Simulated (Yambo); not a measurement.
BSE-type run in Yambo on RhI$_{3}$ (space group C2/m, No. 12), at zero momentum.

Quantum ESPRESSO step (PBEsol, PseudoDojo standard norm-conserving files, scalar-relativistic):
```
&CONTROL
  calculation = 'nscf'
  pseudo_dir = './pseudo'
  outdir = './out'
/
&SYSTEM
  ibrav = 0
  nat = 8
  ntyp = 2
  ecutwfc = 88.0
  ecutrho = 352.0
  occupations = 'fixed'
  force_symmorphic = .true.
  nbnd = 145
/
&ELECTRONS
  conv_thr = 8e-09
  diago_full_acc = .true.
  diago_thr_init = 1e-08
/
ATOMIC_SPECIES
Rh 102.9055 Rh.upf
I 126.9045 I.upf
CELL_PARAMETERS angstrom
  3.384874172000  -5.865553736000   0.001144638000
  3.384874172000   5.865553736000   0.001144638000
 -2.064302575000   0.000000000000   6.372198487000
ATOMIC_POSITIONS crystal
Rh   0.833458252900   0.166541747100   0.000000000000
Rh   0.166541747100   0.833458252900   0.000000000000
I   0.921850749900   0.571185982800   0.235465241000
I   0.078149250100   0.428814017200   0.764534759000
I   0.428814017200   0.078149250100   0.764534759000
I   0.571185982800   0.921850749900   0.235465241000
I   0.221837893400   0.221837893400   0.237880002800
I   0.778162106600   0.778162106600   0.762119997200
K_POINTS automatic
4 4 2 0 0 0
```

Yambo input:
```
rim_cut
optics
bse
bss
dipoles
em1s
RandQpts= 1000000
RandGvec= 1 Ry
FFTGvecs= 40 Ry
Chimod= "HARTREE"
BSKmod= "SEX"
BSEmod= "resonant"
BSSmod= "hs"
BSENGexx= 15 Ry
BSENGBlk= 3 Ry
% KfnQP_E
 0.667 | 1.0 | 1.0 |
%
% BSEQptR
 1 | 1 |
%
% BSEBands
 15 | 49 |
%
% BEnRange
 0.0 | 8.6 | eV
%
% BDmRange
 0.15 | 0.15 | eV
%
BEnSteps= 172
% BLongDir
 0.0 | 1.0 | 0.0 |
%
BSHayTrs= -0.02
BSSNEig= 24
WRbsWF
% BndsRnXs
 9 | 141 |
%
NGsBlkXs= 3 Ry
% LongDrXs
 1.0 | 1.0 | 1.0 |
%
```

From the report:

The dimension is k points × valence × conduction bands = 32 × 24 × 11 = 8448.
```
  [SLEPC] Approach                          : Krylov-Schur
  [SLEPC] Number of requested eigenvalues   :  24
  [SLEPC] Number of eigenvalues        [NEV]:  24
   [K] Dimension                                    :   8448
   [K] Bands                                        :   15   49
   [K] Exchange res                                 : yes
   [K] Correlation res                              : yes
   [K] W interaction is bare                        : no
   [K] RL vectors exchange                          :  1675
   [K] RL vectors correlation                       :  161
   [W] Matrix size                                  :  161
   [W] Bands                                        :    9  141
   [W] Coulomb Cutoff                               : none
   [W] Hxc Kernel                                   : HARTREE
```

Spin-orbit coupling is not included.

Geometry relaxed with PBE+D3(BJ).

The structure is a Materials Project entry; no match was found in the copy of COD used, and its stability was not checked.
